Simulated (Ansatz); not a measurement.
**Property card for LaN**

LaN (zinc blende, space group No. 216), a = 5.6129 Å, b = 5.6129 Å, c = 5.6129 Å, α = 90.00°, β = 90.00°, γ = 90.00°; the cell used has 2 atoms.

Space group F-43m (No. 216), zinc blende; conventional cell a = b = c = 5.613 Å, α = β = γ = 90.00°.

Method: DFT-PBE in the program Ansatz with PAW potentials. Geometry: relaxed at this level of theory. Other levels are named where they apply.

### Cell and energy

| Item | Result |
|---|---|
| Volume per atom | 22.10 Å³ |
| Density | 5.74 g/cm³ |
| Formation energy from the elements (no fitted shifts) | -1.22 eV/atom |

### Electronic structure

| Quantity | Value |
|---|---|
| Band gap | 1.17 eV (indirect) |
| Valence-band maximum | at X |
| Conduction-band minimum | at Γ |
| Smallest direct gap on the standard path | 2.25 eV |
| Electron effective mass | 0.40 mₑ (isotropic) |
| Electron effective mass with spin–orbit coupling | 0.40 mₑ (isotropic) |
| Hole effective mass with spin–orbit coupling | 0.73, 1.1, 1.1 mₑ (principal values) |
| Gap with spin–orbit coupling | 1.09 eV |

### Mechanics

| Item | Result |
|---|---|
| Bulk modulus (Birch–Murnaghan fit) | 86.1 GPa |
| Pressure derivative B′ | 3.6 |

The start of the workflow was typed in or built on a structure type; neither database checked (COD, Materials Project) lists it. COD files the formula under space group No. 225. Its standing as an ambient phase is unchecked. The cell was relaxed with PBE under the symmetry of its start; its stability against distortions is not shown here. The references are the lowest solids computed at this level, not always the standard phases (solids in place of the gases). Spin–orbit coupling is left out wherever it is not named.

Potentials: the later of the program's two PAW sets.
